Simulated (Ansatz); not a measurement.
**An elastic constant from a strain scan in NiO₂**

All numbers below come from Ansatz, DFT PBEsol, scalar-relativistic, plane waves, PAW. The runs took a 420 eV cutoff, a Γ-centred 12×12×4 mesh and Gaussian smearing (0.05 eV). No spin polarisation. A magnetic state may lie lower. Energies are free energies at this smearing, counted from the undisturbed cell; pressure is positive in compression.

The starting cell (relaxed at this level; it needn't be the usual structure):

```
Ni O
1.0
     2.78334    0.00000    0.00000
    -1.39167    2.41044    0.00000
     0.00000    0.00000   10.84305
Ni O
2 4
Direct
  0.00000 0.00000 0.00000
  0.00000 0.00000 0.50000
  0.66667 0.33333 0.08609
  0.66667 0.33333 0.41391
  0.33333 0.66667 0.91391
  0.33333 0.66667 0.58609
```

The cell holds layers and no dispersion correction was added, so their binding is poorly described.

The cell is strained by ε times the Voigt pattern (0, 1, 0, 0, 0, 0) (xx, yy, zz, yz, xz, xy; engineering shear) with fractional coordinates fixed. The cell holds 6 atoms in V0 = 72.75 Å³. The stress column is τ = (1/V0) dE/dε, got from the stress tensor σ (compression positive) at each point as −det(1 + εP) σ : P(1 + εP)⁻¹, with P the pattern as a tensor.

| ε | ΔE (meV/atom) | τ (GPa) |
| --- | --- | --- |
| -0.0200 | 5.870 | -7.909 |
| -0.0150 | 3.260 | -5.831 |
| -0.0100 | 1.434 | -3.824 |
| 0.0000 | 0.000 | -0.021 |
| 0.0050 | 0.339 | 1.783 |
| 0.0150 | 3.007 | 5.205 |
| 0.0200 | ? | ? |

Problem. Which combination of elastic constants does this scan measure, and how large is it?

Solution. For small ε, τ = τ0 + Kε with K = pᵀCp, which for this pattern is C22 in the Cartesian frame shown. The parabola through τ at ε = -0.0100, 0 and 0.0050 has slope K = 367 GPa at zero. The energies per cell, E = NΔE, of the same two points give K = 2[E(ε₊)/ε₊ − E(ε₋)/ε₋]/[(ε₊ − ε₋)V0] = 372 GPa, in agreement. These are clamped-ion values.

Problem. Predict the withheld row at ε = 0.0200 from the harmonic law, and compare.

Solution. ΔE = V0(τ0 ε + Kε²/2)/N = 5.527 meV/atom and τ = 7.32 GPa. The calculation gives 5.269 meV/atom and 6.83 GPa, a miss of 4.7 % of the harmonic energy, so the harmonic law still holds on this side, though at ε = -0.0200 the energy lies 5 % above it.

Forces appear on the atoms along this scan, and letting them relax would lower the energy and soften the response.

Cost: 7 runs of about 4.7 core-minutes in all, on Intel Xeon Processor @ 2.50GHz (Skylake/Cascade Lake) (shared hosts).